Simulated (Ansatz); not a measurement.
A geometry of Ti₃Al away from equilibrium: step 20 of the relaxation of a generated cell, Ti3Al placed in the AFLOW prototype AB3_hP8_182_c_g (as in Fe3C). Computed with PBE (plane waves to 420 eV, PAW, scalar-relativistic; Ansatz, an electronic-structure program). Γ-centred k-mesh 7×7×7 on the run's cell (coarser than for final values), Fermi–Dirac smearing 0.05 eV.

```xyz
8
Lattice="7.1515 0.0000 0.0000 -3.5758 6.1934 0.0000 0.0000 0.0000 3.0916" Properties=species:S:1:pos:R:3:forces:R:3 pbc="T T T" free_energy=-16070.942 pressure_GPa=6.5
Ti     2.1512     0.0000     0.0000    0.0178    0.0000    0.0000
Ti     1.0756     1.8630     1.5458    0.0089    0.0155    0.0000
Ti    -1.0756     1.8630     0.0000   -0.0089    0.0155    0.0000
Ti     5.0003     0.0000     1.5458   -0.0178    0.0000    0.0000
Ti     2.5002     4.3304     0.0000   -0.0089   -0.0155    0.0000
Ti    -2.5002     4.3304     1.5458    0.0089   -0.0155    0.0000
Al     0.0000     4.1289     0.7729    0.0000    0.0000    0.0000
Al     3.5758     2.0645     2.3187    0.0000    0.0000    0.0000
```

Positions in Å, forces in eV/Å, free energy of the cell in eV (comparable only within this code, potentials and settings). Largest force: 0.02 eV/Å, on Ti1, Ti2, Ti3, Ti4, Ti5, Ti6 (atoms numbered as listed); the geometry lies 0.07 eV/atom above the end of its relaxation.

No spin polarisation in the result.

The run could not lose the symmetry of its start: the end is stationary, and may be a saddle point rather than a minimum.

The end of the path is a generated cell of Ti3Al: the first start was made by placing the elements on the sites of a structure type, and the end was not matched to a known phase here, so it may be hypothetical. Known forms of Ti3Al include space group No. 194.
